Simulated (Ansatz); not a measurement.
# Structure relaxation, SnO

The start is a generated trial cell of SnO in the PtS structure type. The cell and all atomic positions are relaxed at zero pressure with PBE (plane waves to 420 eV, PAW, scalar-relativistic; Ansatz, an electronic-structure program). First-step values are on the input's coarse k-mesh.

Ansatz input (later rounds restart from its end on a renewed k-mesh):
Ansatz 0.2 input:
```yaml
crystal:
  lattice:
    - [3.332857, 0, 0]
    - [0, 3.332857, 0]
    - [0, 0, 5.868517]
  atoms:
    - { symbol: Sn, position: [0, 0.5, 0] }
    - { symbol: Sn, position: [0.5, 0, 0.5] }
    - { symbol: O, position: [0, 0, 0.25] }
    - { symbol: O, position: [0, 0, 0.75] }
basis: { ecutwfc: 420, ecutrho_ratio: 4, xc_grid: 2, fft_grid_basis: typed }
kpoints: { mp_grid: { grid: [7, 7, 4] } }
hamiltonian:
  xc: pbe
  dispersion: none
  pseudopotentials: { azcp: { folder: ./paw }, kind: paw }
scf: { occupations: { method: fermi_dirac, width: 0.05 } }
relax: { f_tol: 0.01, max_steps: 100, cell: { stress_tol: 0.02 } }
output: { forces: true, stress: true }
```

What pressure does the first self-consistent step give?

+6 GPa (positive: the cell is compressed).

How much energy is released per atom?

0.04 eV/atom.

How does the volume change?

+3.6 %, from 16.30 to 16.88 Å³/atom.

How do the shortest distances between atoms change?

The closest pairs of elements (up to four, under 3.6 Å), start → end: O–Sn 2.22 → 2.27 Å; O–O 2.93 → 3.17 Å; Sn–Sn 3.33 → 3.26 Å.

What band gap does the relaxed structure have at this level?

Zero (metallic).

What does it relax into? Give the structure.


```cif
data_O2Sn2
_chemical_formula_sum 'Sn2 O2'
_space_group_name_H-M_alt 'P42/mmc'
_space_group_IT_number 131
_space_group_name_Hall '-P 4c 2'
_cell_length_a 3.26318
_cell_length_b 3.26318
_cell_length_c 6.34126
_cell_angle_alpha 90.000
_cell_angle_beta 90.000
_cell_angle_gamma 90.000
loop_
_atom_site_label
_atom_site_type_symbol
_atom_site_symmetry_multiplicity
_atom_site_Wyckoff_symbol
_atom_site_fract_x
_atom_site_fract_y
_atom_site_fract_z
_atom_site_occupancy
Sn1 Sn 2 c 0.00000 0.50000 0.00000 1
O1 O 2 e 0.00000 0.00000 0.25000 1
```

The space group stays P4₂/mmc (No. 131) (the run could not lower it), with 4 atoms in the primitive cell. Final values are on a 10×10×5 k-mesh of the relaxed cell. No spin polarisation in the result.

The run could not lose the symmetry of its start: the end is stationary, and may be a saddle point rather than a minimum.

All atoms sit on sites fixed by symmetry, so only the cell could relax.

The relaxed structure here is a generated cell of SnO: the first start was made by placing the elements on the sites of a structure type, and the end was not matched to a known phase here, so it may be hypothetical. Known forms of SnO include space group No. 129.
